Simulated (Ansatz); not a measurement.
**Ni (Fm-3m) on spinors, without spin–orbit coupling**

```
Ni
1.0
     3.52387    0.00000    0.00000
     0.00000    3.52387    0.00000
     0.00000    0.00000    3.52387
Ni
4
Direct
  0.00000 0.00000 0.00000
  0.50000 0.50000 0.00000
  0.50000 0.00000 0.50000
  0.00000 0.50000 0.50000
```

The source of the geometry is a structure as deposited in COD, repeated to hold the magnetic orders; atoms and cell stay fixed.

Common settings: LDA, 9×9×9 k mesh, Fermi–Dirac smearing of 0.1 eV. PAW means Ansatz 0.2.0 on its default frozen-core files; LAPW is all-electron LAPW in Ansatz 0.2.0. Site moments are integrated in spheres about the atoms, whose radii differ between the methods. Start moments of the first PAW run (μB): Ni1 0.6, Ni2 0.6, Ni3 0.6, Ni4 0.6.

The runs use spinors without spin–orbit coupling, and in-plane angles count from x. In the held states a penalty keeps the direction of every atom that starts with a moment, the untilted ones along z, with sizes free, and the energy is taken at the target. Energies count from the run that starts parallel.

| state | ΔF PAW (meV/atom) | ΔF LAPW (meV/atom) | largest moment, PAW (μB) | size of M, PAW (μB/cell) | directions kept |
| --- | --- | --- | --- | --- | --- |
| parallel moments on spinors | 0.0 | 0.0 | 0.62 | 2.39 | yes |
| four moments towards the corners of a tetrahedron | +26.5 | +26.4 | 0.00 | 0.00 | no |
| in-plane start at Ni1 0°, Ni2 90°, Ni3 270°, Ni4 180° | +26.5 | – | 0.00 | 0.00 | no |
| Ni4 tilted by 20° from z and held | +2.2 | – | 0.62 | 2.34 | yes |
| Ni4 tilted by 50° from z and held | +12.1 | +12.1 | 0.59 | ? | yes |
| start Ni1↑ Ni2↑ Ni3↑ Ni4↓ on spinors | 0.0 | 0.0 | 0.62 | 2.39 | no |

Problem. Give the missing entry: row "Ni4 tilted by 50° from z and held", column "size of M, PAW (μB/cell)".

Solution. 2.07.

For the state «Ni4 tilted by 20° from z and held», by PAW: Site moments (μB): Ni1 (0.00, 0.00, 0.62); Ni2 (0.00, 0.00, 0.62); Ni3 (0.00, 0.00, 0.62); Ni4 (0.20, 0.00, 0.58). Cell moment 2.34 μB.

The PAW files were made with PBE; the program remakes their cores once for the run's functional and then keeps them frozen. The Ansatz runs typed with the search for lower states off end where their start leads. None of this fixes the real material's magnetic order: only patterns that fit the cell were computed, at zero temperature, with a functional that can overstate moments. Left out because they lost a held moment or its direction: PAW, Ni4 tilted by 90° from z and held; PAW, Ni4 tilted by 130° from z and held; PAW, Ni4 tilted by 160° from z and held; LAPW, Ni4 tilted by 160° from z and held.
